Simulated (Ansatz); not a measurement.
# KMgF3: course of a relaxation

Computed with Ansatz 0.2.0, DFT PBEsol, scalar-relativistic, plane waves, PAW. Settings: 420 eV cutoff, 6×6×6 k-mesh, Gaussian smearing of 0.02 eV, no spin polarisation.

What was changed: uniaxial strain along a, with b, c and atoms relaxed: -3.0 %.

Command:

```bash
ansatz run input.yaml --threads 1 --pin off --max-ram 2560MiB --backend cpu --events-out ev --progress --plain --runs-dir out
```

Input:

```yaml
crystal:
  lattice:
    - [3.8715161649, 0.0, 0.0]
    - [0.0, 4.0211881816, 0.0]
    - [0.0, 0.0, 4.0211881816]
  atoms:
    - { symbol: K, position: [0.5, 0.5, 0.5] }
    - { symbol: Mg, position: [0.0, 0.0, 0.0] }
    - { symbol: F, position: [0.0, 0.5, 0.0] }
    - { symbol: F, position: [0.0, 0.0, 0.5] }
    - { symbol: F, position: [0.5, 0.0, 0.0] }
basis:
  ecutwfc: 420
kpoints:
  mp_grid: { grid: [6, 6, 6] }
hamiltonian:
  xc: pbesol
scf:
  occupations: { method: gaussian, width: 0.02 }
output:
  forces: true
  stress: true
  eigenvalues: true
relax:
  adjacent_minimum: "off"
  f_tol: 0.008
  max_steps: 40
  cell: { stress_tol: 0.015, fix: [a, angles] }
```

F is the free energy. Steps run on the plane waves of an earlier cell, but the last one, and at times one on the way, on a freshly chosen basis, so a repeated geometry can differ a little in energy. The held parts of the cell keep their stress, so P needn't end at zero.

Steps:

| step | F − F(1) (eV) | largest force component (eV/Å) | V (Å³/atom) | P (GPa) |
| --- | --- | --- | --- | --- |
| 1 | 0.0000 | 0.000 | 12.520 | 1.35 |
| 2 | -0.0001 | 0.000 | 12.517 | 1.37 |
| 3 | -0.0002 | 0.000 | 12.512 | 1.40 |
| 4 | 0.0000 | 0.000 | 12.512 | 1.40 |

Relaxed structure:

```
CELL_PARAMETERS angstrom
3.87152 0.00000 0.00000
0.00000 4.01980 0.00000
0.00000 0.00000 4.01980
ATOMIC_POSITIONS crystal
K 0.50000 0.50000 0.50000
Mg 0.00000 0.00000 0.00000
F 0.00000 0.50000 0.00000
F 0.00000 0.00000 0.50000
F 0.50000 0.00000 0.00000
```

The structure is tetragonal, space group P4/mmm (No. 123). The conventional cell has a = 4.020 Å, b = 4.020 Å, c = 3.872 Å, α = 90.00°, β = 90.00°, γ = 90.00°. K (site symmetry 4/mmm) has 12 F at 2.79 to 2.84 Å as nearest neighbours. Mg (site symmetry 4/mmm) is surrounded by 6 F at 1.94 to 2.01 Å. Around F (site symmetry mmm) lie 2 Mg at 2.01 Å. F (site symmetry 4/mmm) has 2 Mg at 1.94 Å as nearest neighbours.

The run converged. The run took 22 s on 1 thread of AMD EPYC 7R43 64-Core Processor (Zen 3), on a shared host, peak memory 0.43 GiB.